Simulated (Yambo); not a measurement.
Yambo run on PtCl2 (space group Pnnm, No. 58). The wavefunctions come from this Quantum ESPRESSO step (PBEsol, PseudoDojo standard norm-conserving files, scalar-relativistic):

```
&CONTROL
  calculation = 'nscf'
  pseudo_dir = './pseudo'
  outdir = './out'
/
&SYSTEM
  ibrav = 0
  nat = 6
  ntyp = 2
  ecutwfc = 84.0
  ecutrho = 336.0
  occupations = 'fixed'
  force_symmorphic = .true.
  nbnd = 216
/
&ELECTRONS
  conv_thr = 6.000000000000001e-09
  diago_full_acc = .true.
  diago_thr_init = 1e-08
/
ATOMIC_SPECIES
Cl 35.4500 Cl.upf
Pt 195.0840 Pt.upf
CELL_PARAMETERS angstrom
  3.627910734000   0.000000000000   0.000000000000
  0.000000000000  11.036170767000   0.000000000000
  0.000000000000   0.000000000000   3.454958209000
ATOMIC_POSITIONS crystal
Cl   0.944569241600   0.861257931100   0.000000000000
Cl   0.055430758400   0.138742068900   0.000000000000
Cl   0.444569241600   0.638742068900   0.500000000000
Cl   0.555430758400   0.361257931100   0.500000000000
Pt   0.000000000000   0.000000000000   0.500000000000
Pt   0.500000000000   0.500000000000   0.000000000000
K_POINTS automatic
4 1 4 0 0 0
```

Yambo input:

```
rim_cut
gw0
dyson
el_el_corr
HF_and_locXC
ppa
em1d
RandQpts= 1000000
RandGvec= 1 Ry
EXXRLvcs= 84 Ry
VXCRLvcs= 336 Ry
Chimod= "HARTREE"
% BndsRnXp
 9 | 215 |
%
NGsBlkXp= 7 Ry
% LongDrXp
 1.0 | 1.0 | 1.0 |
%
PPAPntXp= 27.2114 eV
% GbndRnge
 1 | 215 |
%
GTermKind= "BG"
DysSolver= "n"
ExtendOut
% QPkrange
 1 | 1 | 32 | 33 |
 2 | 2 | 32 | 33 |
 3 | 3 | 32 | 33 |
 8 | 8 | 32 | 33 |
 9 | 9 | 32 | 33 |
%
```

k points by index: 1 = Γ, 2 = (0, 0, 0.25), 3 = (0, 0, -0.5), 8 = (-0.5, 0, 0.25), 9 = (-0.5, 0, -0.5).

Table of the .qp output:

```
#    K-point    Band    Eo [eV]    E [eV]    E-Eo [eV]    Vxc [eV]    Vnlxc [eV]    Sc|Eo [eV]    Sc|E [eV]    dSc/dw|Eo [eV]    Re(Z)    Im(Z)
#
    1    32    0.000000    -0.749090    -0.749090    -19.14347    -23.59054    3.506119    3.697981    -6.968465    0.796122    -0.001258
    1    33    1.294835    2.278727    0.983892    -18.04399    -13.61256    -3.204684    -3.447540    -6.716066    0.802044    -0.001195
    2    32    -0.640419    -1.377620    -0.737201    -18.98918    -23.56528    3.648506    3.838898    -7.026532    0.794771    -0.001277
    2    33    0.628561    1.651045    1.022484    -18.07109    -13.47221    -3.331190    -3.576398    -6.525179    0.806583    -0.001171
    3    32    -0.161123    -0.935731    -0.774608    -18.62386    -23.00395    3.408271    3.605481    -6.926814    0.797093    -0.001249
    3    33    1.513360    2.601224    1.087865    -19.23785    -14.29439    -3.581904    -3.855597    -6.845558    0.798995    -0.989540E-3
    8    32    -0.184220    -0.723059    -0.538839    -20.25271    -24.39008    3.465008    3.598530    -6.741545    0.801443    -0.001181
    8    33    1.066693    2.069358    1.002665    -18.27591    -13.74011    -3.286807    -3.533128    -6.684369    0.802795    -0.001187
    9    32    -0.059898    -0.607308    -0.547410    -20.20984    -24.32701    3.434379    3.569764    -6.728592    0.801748    -0.001186
    9    33    1.539973    2.628803    1.088830    -19.27343    -14.33742    -3.571919    -3.847182    -6.878585    0.798221    -0.001278
```
(The two width columns are left out.) Convergence of these settings isn't established.

Spin-orbit coupling is not included.

Geometry relaxed with PBE+D3(BJ).

The structure is a Materials Project entry; no match was found in the copy of COD used, and its stability was not checked.
